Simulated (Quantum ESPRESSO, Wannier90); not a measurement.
# PbI$_{2}$ (P6₃mc), plane waves to Wannier functions

Structure: Materials Project mp-567503, symmetrised, not relaxed again. COD (Crystallography Open Database) has the formula in 4 space groups, this one among them (matched by group alone). Level: PBEsol, no spin polarisation, no spin-orbit coupling; pw.x of Quantum ESPRESSO at 56 Ry with PseudoDojo potentials, 6×6×4 k-points, Wannier90. Density: 12×12×2 mesh, cold smearing 0.01 Ry. Spin-orbit coupling is left out although heavy elements are present.

```
begin unit_cell_cart
ang
    4.6178401080    0.0000000000    0.0000000000
   -2.3089200540    3.9991668441    0.0000000000
    0.0000000000    0.0000000000   14.5512300000
end unit_cell_cart
mp_grid = 6 6 4
```

Question: Which shells of neighbouring k-points and which b-vectors and weights does Wannier90 pick for this cell and mesh?

Answer: 
```
 *---------------------------------- K-MESH ----------------------------------*
 +----------------------------------------------------------------------------+
 |                    Distance to Nearest-Neighbour Shells                    |
 |                    ------------------------------------                    |
 |          Shell             Distance (Ang^-1)          Multiplicity         |
 |          -----             -----------------          ------------         |
 |             1                   0.107949                      2            |
 |             2                   0.215899                      2            |
 |             3                   0.261854                      6            |
 |             4                   0.283232                     12            |
 |             5                   0.323848                      2            |
 |             6                   0.339381                     12            |
 |             7                   0.416467                     12            |
 |             8                   0.431798                      2            |
       ... (lines left out)
 +----------------------------------------------------------------------------+
 | The b-vectors are chosen automatically                                     |
 | The following shells are used:                       1,  3                 |
 +----------------------------------------------------------------------------+
 |                        Shell   # Nearest-Neighbours                        |
 |                        -----   --------------------                        |
 |                          1               2                                 |
 |                          2               6                                 |
 +----------------------------------------------------------------------------+
 | Completeness relation is fully satisfied [Eq. (B1), PRB 56, 12847 (1997)]  |
 +----------------------------------------------------------------------------+
 |                  b_k Vectors (Ang^-1) and Weights (Ang^2)                  |
 |                  ----------------------------------------                  |
 |            No.         b_k(x)      b_k(y)      b_k(z)        w_b           |
 |            ---        --------------------------------     --------        |
 |             1         0.000000    0.000000    0.107949    42.907149        |
 |             2         0.000000    0.000000   -0.107949    42.907149        |
 |             3         0.000000    0.261854    0.000000     4.861391        |
 |             4         0.226772    0.130927    0.000000     4.861391        |
 |             5         0.000000   -0.261854    0.000000     4.861391        |
 |             6         0.226772   -0.130927    0.000000     4.861391        |
 |             7        -0.226772   -0.130927    0.000000     4.861391        |
 |             8        -0.226772    0.130927    0.000000     4.861391        |
```
